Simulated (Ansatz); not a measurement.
# Ba₂TlSb₂ in Ansatz, relaxation

Launch command:

```bash
ansatz run input.yaml --threads 2 --pin off --max-ram 3584MiB --backend cpu --events-out ev --progress --plain --runs-dir out
```

input.yaml:

```yaml
crystal:
  lattice:
    - [0.0, 0.0, 7.300628]
    - [7.41266, -3.772101, 3.650314]
    - [7.41266, 3.772101, -3.650314]
  atoms:
    - { symbol: Ba, position: [0.29777, 0.06494, 0.66048] }
    - { symbol: Ba, position: [0.70223, 0.93506, 0.33952] }
    - { symbol: Ba, position: [0.20223, 0.66048, 0.06494] }
    - { symbol: Ba, position: [0.79777, 0.33952, 0.93506] }
    - { symbol: Sb, position: [0.29336, 0.81765, 0.40437] }
    - { symbol: Sb, position: [0.70664, 0.18235, 0.59563] }
    - { symbol: Sb, position: [0.20664, 0.40437, 0.81765] }
    - { symbol: Sb, position: [0.79336, 0.59563, 0.18235] }
    - { symbol: Tl, position: [0.25, 0.5, 0.5] }
    - { symbol: Tl, position: [0.75, 0.5, 0.5] }
  symmetry: { tolerance: 0.0003 }
kpoints:
  mp_grid: { grid: [4, 4, 4], shift: [0, 0, 0] }
magnetization:
  spin_polarized: false
scf:
  occupations: { method: fermi_dirac, width: 0.1465 }
  lower_state_search: "off"
hamiltonian:
  pseudopotentials: { kind: paw }
  xc: r2scan
basis:
  ecutwfc: 500
  fft_grid_basis: typed
relax:
  max_steps: 80
  cell: { p_target: 0.0 }
  f_tol: 0.03
output:
  forces: true
  stress: true
  eigenvalues: true
  bader: true
  populations: true
  elf: true
  write_potential: true
  volumetric_format: npy
  dos:
    e_range: [-12, 8]
    de: 0.05
    projected: { site_lists: { Ba: [Ba], Sb: [Sb], Tl: [Tl] } }
  write_density: true
checkpoint:
  read: saved_state
```

Origin of the cell: a known structure type with other elements, at an estimated volume, so it need not be a known compound.

The saved state is a converged single point of the same cell.

Steps («new basis» is an SCF on plane waves selected anew at the same cell):

```json
{"step": "1", "ΔF (meV/atom)": "0.0", "max force component (eV/Å)": "1.037", "P (GPa)": "0.70", "volume (Å³)": "408.27", "SCF iterations": "6", "step was": "accepted"}
{"step": "2", "ΔF (meV/atom)": "-65.5", "max force component (eV/Å)": "0.184", "P (GPa)": "-0.02", "volume (Å³)": "403.21", "SCF iterations": "7", "step was": "accepted"}
{"step": "3", "ΔF (meV/atom)": "-67.9", "max force component (eV/Å)": "0.020", "P (GPa)": "0.15", "volume (Å³)": "399.39", "SCF iterations": "6", "step was": "accepted"}
{"step": "4", "ΔF (meV/atom)": "-68.0", "max force component (eV/Å)": "0.016", "P (GPa)": "0.07", "volume (Å³)": "400.36", "SCF iterations": "6", "step was": "accepted"}
{"step": "5", "ΔF (meV/atom)": "-68.1", "max force component (eV/Å)": "0.002", "P (GPa)": "0.00", "volume (Å³)": "401.29", "SCF iterations": "6", "step was": "accepted"}
{"step": "6", "ΔF (meV/atom)": "-68.1", "max force component (eV/Å)": "0.002", "P (GPa)": "0.00", "volume (Å³)": "401.29", "SCF iterations": "5", "step was": "new basis"}
```

Step 1, with forces in eV/Å:

```xyz
10
Lattice="0.000 0.000 7.301 7.413 -3.772 3.650 7.413 3.772 -3.650" Properties=species:S:1:pos:R:3:forces:R:3 pbc="T T T" step=1
Ba    5.377    2.246    0.000   -0.128    0.122    0.000
Ba    9.448   -2.246    7.301    0.128   -0.122    0.000
Ba    5.377   -2.246    3.650   -0.128   -0.122    0.000
Ba    9.448    2.246    3.650    0.128    0.122    0.000
Sb    9.058   -1.559    3.650    1.037   -0.972    0.000
Sb    5.767    1.559    3.650   -1.037    0.972    0.000
Sb    9.058    1.559    0.000    1.037    0.972    0.000
Sb    5.767   -1.559    7.301   -1.037   -0.972    0.000
Tl    7.413    0.000    1.825    0.000    0.000    0.000
Tl    7.413    0.000    5.475    0.000    0.000    0.000
```

Step 2, with forces in eV/Å:

```xyz
10
Lattice="0.000 0.000 7.362 7.337 -3.733 3.681 7.337 3.733 -3.681" Properties=species:S:1:pos:R:3:forces:R:3 pbc="T T T" step=2
Ba    5.322    2.210    0.000   -0.044    0.064    0.000
Ba    9.351   -2.210    7.362    0.044   -0.064    0.000
Ba    5.322   -2.210    3.681   -0.044   -0.064    0.000
Ba    9.351    2.210    3.681    0.044    0.064    0.000
Sb    9.104   -1.678    3.681    0.168   -0.184    0.000
Sb    5.569    1.678    3.681   -0.168    0.184    0.000
Sb    9.104    1.678    0.000    0.168    0.184    0.000
Sb    5.569   -1.678    7.362   -0.168   -0.184    0.000
Tl    7.337    0.000    1.841    0.000    0.000    0.000
Tl    7.337    0.000    5.522    0.000    0.000    0.000
```

Step 3, with forces in eV/Å:

```xyz
10
Lattice="0.000 0.000 7.360 7.303 -3.715 3.680 7.303 3.715 -3.680" Properties=species:S:1:pos:R:3:forces:R:3 pbc="T T T" step=3
Ba    5.289    2.212    0.000    0.020   -0.004    0.000
Ba    9.318   -2.212    7.360   -0.020    0.004    0.000
Ba    5.289   -2.212    3.680    0.020    0.004    0.000
Ba    9.318    2.212    3.680   -0.020   -0.004    0.000
Sb    9.089   -1.704    3.680    0.003   -0.013    0.000
Sb    5.518    1.704    3.680   -0.003    0.013    0.000
Sb    9.089    1.704    0.000    0.003    0.013    0.000
Sb    5.518   -1.704    7.360   -0.003   -0.013    0.000
Tl    7.303    0.000    1.840    0.000    0.000    0.000
Tl    7.303    0.000    5.520    0.000    0.000    0.000
```

Step 4, with forces in eV/Å:

```xyz
10
Lattice="0.000 0.000 7.359 7.290 -3.731 3.680 7.290 3.731 -3.680" Properties=species:S:1:pos:R:3:forces:R:3 pbc="T T T" step=4
Ba    5.293    2.234    0.000   -0.003   -0.016    0.000
Ba    9.287   -2.234    7.359    0.003    0.016    0.000
Ba    5.293   -2.234    3.680   -0.003    0.016    0.000
Ba    9.287    2.234    3.680    0.003   -0.016    0.000
Sb    9.076   -1.709    3.680   -0.004   -0.014    0.000
Sb    5.504    1.709    3.680    0.004    0.014    0.000
Sb    9.076    1.709    0.000   -0.004    0.014    0.000
Sb    5.504   -1.709    7.359    0.004   -0.014    0.000
Tl    7.290    0.000    1.840    0.000    0.000    0.000
Tl    7.290    0.000    5.520    0.000    0.000    0.000
```

Step 6, with forces in eV/Å:

```xyz
10
Lattice="0.000 0.000 7.363 7.300 -3.733 3.682 7.300 3.733 -3.682" Properties=species:S:1:pos:R:3:forces:R:3 pbc="T T T" step=6
Ba    5.295    2.225    0.000    0.001    0.001    0.000
Ba    9.304   -2.225    7.363   -0.001   -0.001    0.000
Ba    5.295   -2.225    3.682    0.001   -0.001    0.000
Ba    9.304    2.225    3.682   -0.001    0.001    0.000
Sb    9.083   -1.717    3.682    0.001   -0.002    0.000
Sb    5.516    1.717    3.682   -0.001    0.002    0.000
Sb    9.083    1.717    0.000    0.001    0.002    0.000
Sb    5.516   -1.717    7.363   -0.001   -0.002    0.000
Tl    7.300    0.000    1.841    0.000    0.000    0.000
Tl    7.300    0.000    5.522    0.000    0.000    0.000
```

```
Free energy lowered by  : 68.1 meV/atom
Volume change           : -1.71 %
Final pressure          : 0.00 GPa
Relaxation steps listed : 6
```

Caveats: no spin-orbit coupling, though heavy elements are present; the k mesh is coarse if the cell is a metal; the relaxation held the start's symmetry, so the end may be a saddle point.

Time: 6.3 min on 2 threads of Arm Neoverse V2, with other jobs on the host, peak memory 2.4 GiB, from a saved density.
